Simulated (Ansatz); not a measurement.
One stationary structure of Bi$_{2}$Te$_{3}$. Space group R-3m (No. 166), AFLOW prototype A2B3_hR5_166_c_ac (C33, as in Bi2Te3). All values below come from r2SCAN (plane waves to 500 eV, PAW, scalar-relativistic; Ansatz, an electronic-structure program).

Space group R-3m, hexagonal axes (No. 166); a = 4.420 Å, b = 4.420 Å, c = 32.315 Å, α = 90.00°, β = 90.00°, γ = 120.00°

```
atom  site  symmetry       x       y       z
----  ----  --------  ------  ------  ------
Bi      6c        3m  0.0000  0.0000  0.3969
Te      3a       -3m  0.0000  0.0000  0.0000
Te      6c        3m  0.0000  0.0000  0.2170
```
(The calculation used a cell of 5 atoms; values per cell refer to that cell.)

| Quantity | Value |
|---|---|
| Volume per atom | 36.45 Å³ |
| Band gap | 0.87 eV, direct at Γ (no spin-orbit coupling) |
| Shortest distances | Bi–Te 3.07 Å |
| k-mesh | 9×9×9 |

Band energies at high-symmetry points (eV from the VBM; labels of this space group; no spin-orbit coupling), from −5 eV up to 3.8 eV:

```
point                                                                             energies
-----  -----------------------------------------------------------------------------------
Γ       -1.80 -1.76 -1.52 -1.52 -1.35 -1.35 -0.65 -0.65 0.00 0.87 1.29 1.29 2.35 2.47 2.47
T      -2.33 -1.56 -1.56 -1.25 -1.25 -1.15 -0.75 -0.75 -0.22 1.05 1.48 1.48 2.26 2.27 2.27
H2                    -4.41 -3.92 -3.89 -3.46 -2.84 -2.44 -1.43 -0.76 -0.56 1.84 2.21 2.80
H0                    -4.41 -3.92 -3.89 -3.46 -2.84 -2.44 -1.43 -0.76 -0.56 1.84 2.21 2.80
L                -4.83 -3.22 -3.14 -2.98 -2.51 -2.49 -1.67 -0.78 -0.51 1.22 1.90 2.94 3.33
S0                    -4.42 -3.93 -3.90 -3.46 -2.66 -2.62 -1.39 -0.85 -0.54 1.82 2.52 2.54
S2                    -4.42 -3.93 -3.90 -3.46 -2.66 -2.62 -1.39 -0.85 -0.54 1.82 2.52 2.54
F           -4.65 -3.73 -3.41 -3.06 -2.29 -1.67 -1.38 -1.01 -0.94 1.66 1.81 2.37 3.20 3.49
```

No spin polarisation in the result. Without spin-orbit coupling the bands of the heavy element are not split, so the gap can be far off.

The run could not lose the symmetry of its start; a randomly shaken copy of 5 atoms returns to this structure.
